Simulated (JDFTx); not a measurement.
surface: MoSi2(101), Si outermost, slab composition Mo3Si6
bulk: MoSi2, I4/mmm, lattice of mp-2592 (not re-optimised)
slab: 9 atoms in 9 planes, 1x1, 7.7 Å between the outermost planes
in-plane cell: 3.204 × 4.517 Å, 13.53 Å²
cell height: 23.9 Å
sampling: 8×8×1 k mesh, Fermi smearing 0.01 Ha, no spin polarisation

Whether this polymorph is the ambient one wasn't checked.

Method: PBE, GBRV ultrasoft potentials, plane waves to 20/100 Ha, in a modified build of JDFTx. Liquid: SCCS (g09 parameters), water, 2 M KF. The neutral cell holds 66 valence electrons and has two faces of 13.534 Å² each. Last filling lines of the neutral and of a charged run (μ in hartree, zero in the bulk liquid):

```
FillingsUpdate:  mu: -0.178440053  nElectrons: 66.000000
FillingsUpdate:  mu: -0.170517000  nElectrons: 66.036137
```

A calculation by hand: both potentials, by the convention U = −μ/e − 4.44 V vs SHE, the surface charge density and the mean capacitance.

U_pzc = 0.17844 × 27.2114 − 4.44 = 0.42 V; U = 0.17052 × 27.2114 − 4.44 = 0.20 V. The cell has 0.0361 excess electrons, a net charge of -0.0361 e, shared by two faces: σ = -0.0361 e / (2 × 13.534 Å²) = -0.00134 e/Å² = -2.1 μC/cm² (1 e/Å² = 1602.18 μC/cm²). C = σ/(U − U_pzc) = -2.1/-0.22 ≈ 10 μF/cm².
